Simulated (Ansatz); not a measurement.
# Vibrational response of SrCu3Ge

The calculation used DFT PBE, scalar-relativistic, plane waves, PAW (Ansatz). Settings: 420 eV plane-wave cutoff, Γ-centred 8×8×6 mesh, Gaussian smearing of 0.10 eV. No spin polarisation. Phonons by linear response, acoustic sum rule imposed.

Equilibrium structure at this level:
```
CELL_PARAMETERS angstrom
3.09227 -3.09230 0.00000
3.09227 3.09230 0.00000
0.00000 0.00000 4.90575
ATOMIC_POSITIONS crystal
Sr 0.00000 0.00000 0.92745
Cu 0.00000 0.50000 0.42644
Cu 0.50000 0.00000 0.42644
Cu 0.50000 0.50000 0.69312
Ge 0.50000 0.50000 0.18840
```

It was reached by relaxing an invented guess, and it needn't be the stable form of this composition. In a metal, frequencies depend on the k mesh and the smearing, soft modes most.

Question: Is this structure stable against zone-centre distortions?

Answer: Yes, at Γ: no optical mode is imaginary. Strains and other wave vectors aren't tested by this run.

Question: List the optical modes at Γ (i marks imaginary ones).

Answer:
| frequency (cm⁻¹) | degeneracy |
| --- | --- |
| 43 | 2 |
| 115 | 1 |
| 121 | 2 |
| 123 | 1 |
| 126 | 2 |
| 158 | 1 |
| 224 | 2 |
| 248 | 1 |
